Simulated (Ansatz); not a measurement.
Input file for Ansatz (an electronic-structure program):

Ansatz 0.2 input:
```yaml
crystal:
  lattice:
    - [5.6712170528, 0.0, 0.0]
    - [0.0, 5.6712170528, 0.0]
    - [0.0, 0.0, 6.8494747847]
  atoms:
    - { symbol: Si, position: [0.0790236192, 0.0790236192, 0.0] }
    - { symbol: Si, position: [0.4209763808, 0.5790236192, 0.75] }
    - { symbol: Si, position: [0.9209763808, 0.9209763808, 0.5] }
    - { symbol: Si, position: [0.5790236192, 0.4209763808, 0.25] }
    - { symbol: Si, position: [0.1647359976, 0.3733506566, 0.2362053329] }
    - { symbol: Si, position: [0.1266493434, 0.6647359976, 0.9862053329] }
    - { symbol: Si, position: [0.8352640024, 0.6266493434, 0.7362053329] }
    - { symbol: Si, position: [0.8733506566, 0.3352640024, 0.4862053329] }
    - { symbol: Si, position: [0.6647359976, 0.1266493434, 0.0137946671] }
    - { symbol: Si, position: [0.6266493434, 0.8352640024, 0.2637946671] }
    - { symbol: Si, position: [0.3352640024, 0.8733506566, 0.5137946671] }
    - { symbol: Si, position: [0.3733506566, 0.1647359976, 0.7637946671] }
kpoints:
  mp_grid: { grid: [5, 5, 4] }
hamiltonian:
  xc: r2scan
  pseudopotentials: { azcp: { folder: ./paw }, kind: paw }
scf:
  occupations: { method: fixed }
elastic: { mode: relaxed_ion, stencil: two_point, amplitude: 0.005, f_tol: 0.0005 }
output: { polarization: {} }
```

Output (shortened):

```
Pseudopotential: Si, paw, valence charge 4
Functional definition: r2SCAN
Crystal: 12 atoms, lattice volume = 220.298 Å³
Basis set: ecut = 500 eV, 5605 PW (Γ), exchange–correlation on 180×180×216 points (64 copies of the dense FFT grid, shifted against one another)
Bands: 36, of which v1, the nominal top of the filled ones, is band 24 counted from 1 (23 counted from 0)
Symmetry: 8 space group operations
Space group: P43212 (ITA 96), of the structure as read, at distance tolerance 6.0e-5 Å
k-points: 18 of 100 (time reversal used)
SCF 1 converged in 11 iterations: F = -7666.320306 eV  dr2 = 1.26e-14
relax step   1: F+E_penalty+E_count = -7666.32030606 eV  Δ(F+E_penalty+E_count) = +0.000e0 eV  max|allowed force component| = 1.201e-3 eV/Å  Δτ_max = 0.0000 Å  (11 SCF iters, accepted)
Crystal: 12 atoms, lattice volume = 220.298 Å³
SCF 2 converged in 7 iterations: F = -7666.320307 eV  dr2 = 2.31e-14
relax step   2: F+E_penalty+E_count = -7666.32030729 eV  Δ(F+E_penalty+E_count) = -1.225e-6 eV  max|allowed force component| = 3.228e-4 eV/Å  Δτ_max = 0.0003 Å  (7 SCF iters, accepted)
Crystal: 12 atoms, lattice volume = 220.298 Å³
SCF 3 converged in 9 iterations: F = -7666.320307 eV  dr2 = 4.03e-14
Crystal: 12 atoms, lattice volume = 220.298 Å³
SCF 4 converged in 2 iterations: F = -7666.320307 eV  dr2 = 1.31e-14
Crystal: 12 atoms, lattice volume = 219.196 Å³
Basis set: ecut = 500 eV, 5561 PW (Γ), exchange–correlation on 180×180×216 points (64 copies of the dense FFT grid, shifted against one another)
Symmetry: 4 space group operations
k-points: 27 of 100 (time reversal used)
SCF 5 converged in 9 iterations: F = -7666.315926 eV  dr2 = 3.00e-14
relax step   1: F+E_penalty+E_count = -7666.31592561 eV  Δ(F+E_penalty+E_count) = +0.000e0 eV  max|allowed force component| = 3.894e-2 eV/Å  Δτ_max = 0.0000 Å  (9 SCF iters, accepted)
Crystal: 12 atoms, lattice volume = 219.196 Å³
SCF 6 converged in 8 iterations: F = -7666.316599 eV  dr2 = 1.81e-14
relax step   2: F+E_penalty+E_count = -7666.31659911 eV  Δ(F+E_penalty+E_count) = -6.735e-4 eV  max|allowed force component| = 1.111e-2 eV/Å  Δτ_max = 0.0043 Å  (8 SCF iters, accepted)
Crystal: 12 atoms, lattice volume = 219.196 Å³
SCF 7 converged in 7 iterations: F = -7666.316651 eV  dr2 = 9.91e-14
relax step   3: F+E_penalty+E_count = -7666.31665116 eV  Δ(F+E_penalty+E_count) = -5.205e-5 eV  max|allowed force component| = 9.050e-4 eV/Å  Δτ_max = 0.0013 Å  (7 SCF iters, accepted)
Crystal: 12 atoms, lattice volume = 219.196 Å³
SCF 8 converged in 7 iterations: F = -7666.316652 eV  dr2 = 6.58e-15
relax step   4: F+E_penalty+E_count = -7666.31665199 eV  Δ(F+E_penalty+E_count) = -8.273e-7 eV  max|allowed force component| = 1.045e-4 eV/Å  Δτ_max = 0.0003 Å  (7 SCF iters, accepted)
Crystal: 12 atoms, lattice volume = 219.196 Å³
SCF 9 converged in 2 iterations: F = -7666.316652 eV  dr2 = 2.66e-15
Crystal: 12 atoms, lattice volume = 221.399 Å³
Basis set: ecut = 500 eV, 5621 PW (Γ), exchange–correlation on 180×180×216 points (64 copies of the dense FFT grid, shifted against one another)
SCF 10 converged in 9 iterations: F = -7666.316091 eV  dr2 = 2.72e-14
relax step   1: F+E_penalty+E_count = -7666.31609110 eV  Δ(F+E_penalty+E_count) = +0.000e0 eV  max|allowed force component| = 3.526e-2 eV/Å  Δτ_max = 0.0000 Å  (9 SCF iters, accepted)
Crystal: 12 atoms, lattice volume = 221.399 Å³
[...]
SCF converged after 2 iterations
Stability not checked: this state was not tested for a lower state beside it, because too few of the mixer's solves of this state at the end of the SCF gave a …
Free energy (F): -7666.320307 eV
Harris-Foulkes:  -7666.320307 eV  (|F-HF|=5.46e-12)
Internal energy: -7666.320307 eV  (E = F + TS)
E sigma→0 (E₀):  -7666.320307 eV
Fermi energy:    6.627640 eV
--- Per-component energies (eV) ---
  E_band       = 86.460938
  E_kinetic    = 488.400482
  E_local      = -191.864112  (includes V_loc(G=0)·N_el)
  E_nonlocal   = 263.986214
  E_hartree    = 65.002025
  E_xc         = -632.594924
  E_vxc        = -609.619270  (∫ρ·V_xc dr)
  E_paw        = -6219.221346  (= ΣΔE_a)
  E_vpaw       = -17.943158  (= ΣTr[D̂ρ^β])
  E_aug_tail   = 0.000173  (compensation charges beyond the density's cutoff)
  E_vtau       = 23.496558  (kinetic-family band-sum trace: ∫τ·v_τ [+ j·A + Jᵃ·Aᵃ] dr)
  E_ewald      = -1439.111623
  E_core_change = -0.917197  (= ΣΔE_core)
  E_smearing   =  0.000000  (= −TS)
  E_closure    = 0.000000  (closes the sum)
  Σ components = -7666.320307   (vs F -7666.320307, Δ=0.00e0)
--- Forces (eV/Å), atoms counted from 1 ---
  atom   1  Si    -0.00032275    -0.00032275     0.00000000
  atom   2  Si     0.00032275    -0.00032275     0.00000000
  atom   3  Si     0.00032275     0.00032275     0.00000000
  atom   4  Si    -0.00032275     0.00032275     0.00000000
  atom   5  Si    -0.00012353     0.00010775     0.00024194
  atom   6  Si    -0.00010775    -0.00012353     0.00024194
  atom   7  Si     0.00012353    -0.00010775     0.00024194
  atom   8  Si     0.00010775     0.00012353     0.00024194
  atom   9  Si    -0.00012353    -0.00010775    -0.00024194
  atom  10  Si    -0.00010775     0.00012353    -0.00024194
  atom  11  Si     0.00012353     0.00010775    -0.00024194
  atom  12  Si     0.00010775    -0.00012353    -0.00024194
  max |Σ_I F_I| component: 6.42e-17 eV/Å
--- Stress (GPa, compression-positive) ---
        0.004331       0.000000       0.000000
        0.000000       0.004331       0.000000
        0.000000       0.000000       0.000768
  P = ⅓ Tr σ = 0.0031 GPa (0.031 kbar)
--- Band table (eV; the first three rows and the last of 18) ---
  k-point 0: bands = ["-5.9322", "-3.2746", "-3.2746", "-2.0547", "-1.5539", "-1.3824", "-1.3824", "1.0116", "1.2832", "1.2832", "1.3649", "2.3417", "2.5937", "2.8063", "2.8063", "3.2229", "3.8555", "3.9769", "3.9769", "4.6572", "5.6788", "5.7244", "5.7244", …
  k-point 1: bands = ["-5.7519", "-4.3648", "-2.1648", "-1.9916", "-1.6749", "-1.4433", "-0.8774", "0.1119", "0.6731", "1.7783", "1.8100", "1.8265", "2.1348", "2.6450", "3.8168", "3.8655", "3.8767", "4.1796", "4.3472", "4.6321", "5.3784", "5.6106", "5.6407", …
  k-point 2: bands = ["-5.2191", "-5.2191", "-1.8478", "-1.8478", "-1.3913", "-1.3913", "-0.6335", "-0.6335", "1.1446", "1.1446", "1.5093", "1.5093", "2.5257", "2.5257", "3.9425", "3.9425", "4.3809", "4.3809", "4.7986", "4.7986", "5.4167", "5.4167", "5.8092", …
  k-point 17: bands = ["-4.0173", "-4.0173", "-3.3106", "-3.3106", "-2.3651", "-2.3651", "-1.7519", "-1.7519", "2.3637", "2.3637", "2.7860", "2.7860", "3.7761", "3.7761", "4.2159", "4.2159", "4.4871", "4.4871", "5.0024", "5.0024", "5.4881", "5.4881", …
--- Elastic constants: 4 strain directions × 2 members + reference (group order 8) ---
  dense FFT box of the reference and of every strained cell: 45×45×54
  strains applied: 11, 33, 23, 12; error gains …
  reference relaxed by the batch: 2 steps …
  largest displacement 3.1e-4 Å; the constants are those of the deck's cell at these positions:
  atoms:
    - { symbol: Si, position: [0.07903774891355261, 0.07903774891355261, 0.0] }
    - { symbol: Si, position: [0.4209622510864473, 0.5790377489135525, 0.7499999999999999] }
    - { symbol: Si, position: [0.9209622510864472, 0.9209622510864472, 0.49999999999999994] }
    - { symbol: Si, position: [0.5790377489135525, 0.4209622510864473, 0.24999999999999997] }
    - { symbol: Si, position: [0.16475288082268905, 0.3733920027790059, 0.23617886482010583] }
    - { symbol: Si, position: [0.12660799722099403, 0.664752880822689, 0.9861788648201057] }
    - { symbol: Si, position: [0.8352471191773108, 0.626607997220994, 0.7361788648201057] }
    - { symbol: Si, position: [0.8733920027790059, 0.33524711917731087, 0.4861788648201058] }
    - { symbol: Si, position: [0.664752880822689, 0.12660799722099403, 0.013821135179894143] }
    - { symbol: Si, position: [0.626607997220994, 0.8352471191773108, 0.26382113517989414] }
    - { symbol: Si, position: [0.33524711917731087, 0.8733920027790059, 0.5138211351798941] }
    - { symbol: Si, position: [0.3733920027790059, 0.16475288082268905, 0.763821135179894] }
  C = ∂σ_k/∂η_j (tension-positive GPa; Voigt order 11 22 33 23 13 12):
       210.133     31.527     39.516      0.000      0.000      0.000
        31.527    210.133     39.516      0.000      0.000      0.000
        39.509     39.509    128.495      0.000      0.000      0.000
         0.000      0.000      0.000     71.922      0.000      0.000
         0.000      0.000      0.000      0.000     71.922      0.000
         0.000      0.000      0.000      0.000      0.000     58.170
  reference stress σ⁰ (GPa):     -0.004     -0.004     -0.001      0.000      0.000      0.000
  moduli (Voigt/Reuss/Hill, GPa): K = 85.54/82.00/83.77   G = 69.62/67.05/68.33   E = 161.17   ν = 0.179
  mechanically stable: yes (min eigenvalue of sym C = 58.17 GPa)
  e, the proper piezoelectric tensor (elastic.mode: relaxed_ion; C/m²; rows x y z; Voigt order 11 22 33 23 13 12):
       0.00000    0.00000    0.00000   -0.12473    0.00000    0.00000
       0.00000    0.00000    0.00000    0.00000    0.12473    0.00000
       0.00000    0.00000    0.00000    0.00000    0.00000    0.00000
  ±, each entry's uncertainty from the finite density of the strings (C/m²), an estimate: the size of the correction for it that the entry includes:
       0.00000    0.00000    0.00000    0.00662    0.00000    0.00000
       0.00000    0.00000    0.00000    0.00000    0.00662    0.00000
       0.00000    0.00000    0.00000    0.00000    0.00000    0.00000
  strain η (Voigt 11):  stress-route row diagonal C_11 = 210.13 GPa, energy-path curvature d²(F+E_count+ΔE)/dδ²/Ω₀ = 210.14 GPa
         δ    σ_11 (GPa)             F (eV)   n_scf  n_hpsi   n_pw
    -5.000e-3      -1.0654       -7666.3166520       2    7166   5588   relax 4 steps, max|allowed force component| 1.05e-4 eV/Å
     5.000e-3       1.0360       -7666.3167457       2    7168   5639   relax 4 steps, max|allowed force component| 9.37e-5 eV/Å
  strain η (Voigt 33):  stress-route row diagonal C_33 = 128.49 GPa, energy-path curvature d²(F+E_count+ΔE)/dδ²/Ω₀ = 128.48 GPa
         δ    σ_33 (GPa)             F (eV)   n_scf  n_hpsi   n_pw
    -5.000e-3      -0.6481       -7666.3180935       2    4789   5593   relax 4 steps, max|allowed force component| 4.34e-5 eV/Å
     5.000e-3       0.6368       -7666.3181065       2    4750   5641   relax 4 steps, max|allowed force component| 4.60e-5 eV/Å
  strain η (Voigt 23):  stress-route row diagonal C_44 = 71.92 GPa, energy-path curvature d²(F+E_count+ΔE)/dδ²/Ω₀ = 71.92 GPa
         δ    σ_23 (GPa)             F (eV)   n_scf  n_hpsi   n_pw
    -5.000e-3      -0.3596       -7666.3190714       2    8742   5608   relax 4 steps, max|allowed force component| 1.81e-4 eV/Å
     5.000e-3       0.3596       -7666.3190714       2    8758   5608   relax 4 steps, max|allowed force component| 1.81e-4 eV/Å
  strain η (Voigt 12):  stress-route row diagonal C_66 = 58.17 GPa, energy-path curvature d²(F+E_count+ΔE)/dδ²/Ω₀ = 58.17 GPa
         δ    σ_12 (GPa)             F (eV)   n_scf  n_hpsi   n_pw
    -5.000e-3      -0.2908       -7666.3193049       2    7195   5617   relax 4 steps, max|allowed force component| 1.45e-4 eV/Å
     5.000e-3       0.2908       -7666.3193049       2    7184   5617   relax 4 steps, max|allowed force component| 1.45e-4 eV/Å
--- Formal polarisation (Berry phase): one branch of a lattice of values; only differences between neighbouring runs are physical ---
  axis  mesh            electronic          ionic      p = total  spread (rad)  least overlap  resolved gap  δp at fixed H ≤   (phases in cycles; p mod 2 …
  b1    5×5×4           0.00000000    24.00000000    24.00000000      0.042988         0.8093        1.6405           1.5e-5
  b2    5×5×4           0.00000000    24.00000000    24.00000000      0.042989         0.8093        1.6405           1.5e-5
  b3    5×5×4           0.00000000    22.00000000    22.00000000      0.062677         0.8456        1.6405           1.3e-5
  quantum along a1:   0.05148687 e/Å² =    82.491053 µC/cm²
  quantum along a2:   0.05148687 e/Å² =    82.491053 µC/cm²
  quantum along a3:   0.06218383 e/Å² =    99.629477 µC/cm²
  P = (  0.61784239,   0.61784239,   0.68402211) e/Å² = (  989.892639,   989.892640,  1095.924248) µC/cm²  (mod the quanta)
```

Cost: roughly 30 core-minutes on shared cores.

Space group P4_32_12. The start of the workflow was typed in or built on a structure type; neither database checked (COD, Materials Project) lists it. It is not the phase usual at ambient conditions (space group No. 227). The r²SCAN relaxation kept the symmetry of its start; its stability against distortions is not shown here.

Potentials: the earlier of the program's two PAW sets.

Ansatz is a plane-wave DFT program.
